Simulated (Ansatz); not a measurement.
Ansatz (a quantum-chemistry and plane-wave program) input:

Ansatz 0.2 input:
```yaml
crystal:
  lattice:
    - [1.6488134449, -5.3438447029, 0.0]
    - [1.6488134449, 5.3438447029, 0.0]
    - [0.0, 0.0, 4.4730689209]
  atoms:
    - { symbol: P, position: [0.4012289027, 0.5987710973, 0.5856468147] }
    - { symbol: P, position: [0.5987710973, 0.4012289027, 0.4143531853] }
    - { symbol: P, position: [0.9012289027, 0.0987710973, 0.9143531853] }
    - { symbol: P, position: [0.0987710973, 0.9012289027, 0.0856468147] }
kpoints:
  mp_grid: { grid: [7, 7, 5] }
hamiltonian:
  xc: hse06
  pseudopotentials: { kind: paw }
scf:
  n_extra_bands: 6
  occupations: { method: gaussian, width: 0.02 }
output:
  eigenvalues: true
  eigenstates:
    e_range: [-9.0, 8.0]
    kpoints:
      - [0.0, 0.0, 0.0]  # GAMMA
      - [-0.5, 0.5, 0.0]  # Y
      - [-0.5, 0.5, 0.5]  # T
      - [0.0, 0.0, 0.5]  # Z
      - [0.0, 0.5, 0.0]  # S
      - [0.0, 0.5, 0.5]  # R
      - [0.2737999142, 0.2737999142, 0.0]  # SIGMA_0
      - [-0.2737999142, 0.7262000858, 0.0]  # C_0
      - [0.2737999142, 0.2737999142, 0.5]  # A_0
      - [-0.2737999142, 0.7262000858, 0.5]  # E_0
```

Output (shortened):

```
Pseudopotential: P, paw, valence charge 5
Functional definition: HSE06
Crystal: 4 atoms, lattice volume = 78.824 Å³
Basis set: ecut = 420 eV, 1547 PW (Γ)
Bands: 16, of which v1, the nominal top of the filled ones, is band 10 counted from 1 (9 counted from 0)
Symmetry: 8 space group operations
Space group: Cmce (ITA 64), of the structure as read, at distance tolerance 4.3e-5 Å
k-points: 48 of 245
SCF iter   1: F=—  HF=-3022.656663 eV  |F-HF|=—  |Δ(HF+E_count)|=         —  Δρ=1.94e-3  dr2=1.90e-3  ethr=1.77e-3  ⟨swp⟩=8.2  Hψ=3794  notcnv=0
preconditioner: auto → none
SCF iter   2: F=—  HF=-3022.656697 eV  |F-HF|=—  |Δ(HF+E_count)|=   3.35e-5  Δρ=8.90e-4  dr2=2.89e-4  ethr=9.51e-6  ⟨swp⟩=4.8  Hψ=2273  notcnv=0  defer=20
iter 3 solved again at ethr=9.92e-8 eV; its pass at ethr=1.44e-6 eV (dr2=1.98e-5 eV) is discarded
SCF iter   3: F=—  HF=-3022.656768 eV  |F-HF|=—  |Δ(HF+E_count)|=   7.08e-5  Δρ=1.99e-4  dr2=2.00e-5  ethr=9.92e-8  ⟨swp⟩=2.1  Hψ=2740  notcnv=0  defer=2
SCF iter   4: F=—  HF=-3022.656778 eV  |F-HF|=—  |Δ(HF+E_count)|=   1.08e-5  Δρ=5.74e-5  dr2=4.74e-6  ethr=9.92e-8  ⟨swp⟩=3.0  Hψ=1564  notcnv=0  defer=1
SCF iter   5: F=-3022.656778 eV  HF=-3022.656778 eV  |F-HF|=1.44e-7  |Δ(HF+E_count)|=   3.50e-7  Δρ=2.26e-5  dr2=2.98e-7  ethr=2.37e-8  ⟨swp⟩=3.1  Hψ=1559  notcnv=0  defer=1
SCF 1 stopped early in 5 iterations: F = -3022.656778 eV  dr2 = 2.98e-7
Crystal: 4 atoms, lattice volume = 78.824 Å³
Exchange kernel: α = 0.2500, screened, ω = 0.2079 Å⁻¹, Wigner–Seitz truncation, v(0) = 1046.7014 eV·Å³, q-mesh 7×7×5, nearest image of the exchange supercell L …
Frozen-core exchange: fock
SCF iter   1: F=—  HF=-3024.468451 eV  |F-HF|=—  |Δ(HF+E_count)|=         —  Δρ=4.05e-3  dr2=1.27e-2  ethr=1.49e-8  ⟨swp⟩=11.5  Hψ=5587  notcnv=0
preconditioner: auto → none
SCF iter   2: F=—  HF=-3024.463954 eV  |F-HF|=—  |Δ(HF+E_count)|=   4.50e-3  Δρ=1.64e-3  dr2=2.57e-3  ethr=1.49e-8  ⟨swp⟩=5.6  Hψ=3262  notcnv=0
SCF iter   3: F=—  HF=-3024.471924 eV  |F-HF|=—  |Δ(HF+E_count)|=   7.97e-3  Δρ=1.19e-3  dr2=9.27e-4  ethr=1.49e-8  ⟨swp⟩=5.1  Hψ=3248  notcnv=0
SCF iter   4: F=—  HF=-3024.471624 eV  |F-HF|=—  |Δ(HF+E_count)|=   3.00e-4  Δρ=2.32e-4  dr2=6.04e-5  ethr=1.49e-8  ⟨swp⟩=4.9  Hψ=2334  notcnv=0
SCF iter   5: F=—  HF=-3024.471837 eV  |F-HF|=—  |Δ(HF+E_count)|=   2.13e-4  Δρ=1.53e-4  dr2=2.57e-5  ethr=1.49e-8  ⟨swp⟩=4.1  Hψ=2303  notcnv=0
SCF iter   6: F=-3024.471828 eV  HF=-3024.471830 eV  |F-HF|=1.58e-6  |Δ(HF+E_count)|=   7.39e-6  Δρ=2.81e-5  dr2=3.80e-6  ethr=1.49e-8  ⟨swp⟩=4.0  Hψ=2032  notcnv=0
SCF 2 stopped early in 6 iterations: F = -3024.471828 eV  dr2 = 3.80e-6
hybrid outer 1: dexx = +9.910e-3 eV, tail = 8.49e-6 eV
Crystal: 4 atoms, lattice volume = 78.824 Å³
Exchange kernel: α = 0.2500, screened, ω = 0.2079 Å⁻¹, Wigner–Seitz truncation, v(0) = 1046.7014 eV·Å³, q-mesh 7×7×5, nearest image of the exchange supercell L …
Frozen-core exchange: fock
SCF iter   1: F=—  HF=-3024.471868 eV  |F-HF|=—  |Δ(HF+E_count)|=         —  Δρ=1.81e-5  dr2=2.29e-7  ethr=2.12e-7  ⟨swp⟩=4.9  Hψ=2125  notcnv=0
preconditioner: auto → none
SCF iter   2: F=—  HF=-3024.471868 eV  |F-HF|=—  |Δ(HF+E_count)|=   4.02e-7  Δρ=1.10e-5  dr2=1.15e-7  ethr=8.61e-10  ⟨swp⟩=4.1  Hψ=1897  notcnv=0  defer=1
iter 3 solved again at ethr=1.13e-11 eV; its pass at ethr=5.30e-10 eV (dr2=2.27e-9 eV) is discarded
SCF iter   3: F=-3024.471868 eV  HF=-3024.471868 eV  |F-HF|=3.65e-10  |Δ(HF+E_count)|=   3.05e-8  Δρ=2.85e-6  dr2=3.81e-9  ethr=1.13e-11  ⟨swp⟩=3.4  Hψ=3155  notcnv=0
SCF 3 converged in 3 iterations: F = -3024.471868 eV  dr2 = 3.81e-9
hybrid outer 2: dexx = +4.364e-7 eV, tail = 9.18e-9 eV, Δε = 1.54e-3 eV (about 5.24e-5 eV left of the loop's levels)
NSCF: frozen V_eff on 10 k-points
hybrid SCF converged: 2 outer / 9 inner (+5 warm-up), last move |dexx| = 4.36e-7 eV, tail = 9.18e-9 eV
Stability not checked (fock_operator)
Free energy (F): -3024.471868 eV
Frozen-core exchange: fock
Harris-Foulkes:  -3024.471868 eV  (|F-HF|=3.65e-10)
Internal energy: -3024.471868 eV  (E = F + TS)
E sigma→0 (E₀):  -3024.471868 eV
Fermi energy:    7.377306 eV
--- Per-component energies (eV) ---
  E_band       = -11.598232
  E_kinetic    = 279.729167
  E_local      = -305.769123  (includes V_loc(G=0)·N_el)
  E_nonlocal   = 133.987999
  E_hartree    = 86.129071
  E_xc         = -200.000318
  E_vxc        = -196.732468  (∫ρ·V_xc dr)
  E_exx        = -32.125997  (= α·E_x^exact, valence–valence)
  E_paw        = -2291.895708  (= ΣΔE_a)
  E_vpaw       = -30.820022  (= ΣTr[D̂ρ^β])
  E_aug_tail   = 0.000013  (compensation charges beyond the density's cutoff)
  E_ewald      = -694.224364
  E_core_change = -0.302608  (= ΣΔE_core)
  E_smearing   =  0.000000  (= −TS)
  E_closure    = 0.000000  (closes the sum)
  Σ components = -3024.471868   (vs F -3024.471868, Δ=9.09e-13)
  [band-id]    e_kinetic+e_local+e_nonlocal+2·e_hartree+e_vxc+2·e_exx+e_vpaw+e_augmentation_tail = -11.598287   (vs E_band -11.598232, Δ=-5.47e-5)
--- Band table (eV; the first three rows and the last of 48) ---
  k-point 0: bands = ["-10.5933", "-7.4240", "-3.7856", "-0.6393", "1.5211", "1.6402", "2.5115", "3.8270", "4.1380", "5.5119", "8.1394", "8.6802", "9.6342", "10.7681", "13.4491", "14.2870"]
  k-point 1: bands = ["-10.3579", "-7.7924", "-3.7916", "-0.9758", "0.9688", "2.4532", "2.6825", "4.0313", "4.2779", "5.1353", "8.7794", "9.2968", "9.6479", "10.4525", "12.3401", "13.3137"]
  k-point 2: bands = ["-9.6857", "-8.7138", "-3.3128", "-2.2080", "1.3461", "2.5810", "3.1341", "3.6699", "4.4057", "5.9102", "8.9215", "9.1734", "10.3262", "11.0051", "11.6815", "13.1431"]
  k-point 47: bands = ["-9.5535", "-8.7074", "-3.9144", "-2.9079", "3.0569", "3.2024", "3.6948", "3.8850", "4.6694", "5.7919", "8.8515", "9.0791", "9.9569", "10.5738", "10.6632", "11.4007"]
```

Cost: roughly 8 core-minutes on shared cores.

Symmetry was held in the r²SCAN+D4 relaxation; of distortions, only those at the zone centre were tested.

Potentials: the later of the program's two PAW sets.

Ansatz is a plane-wave DFT program.
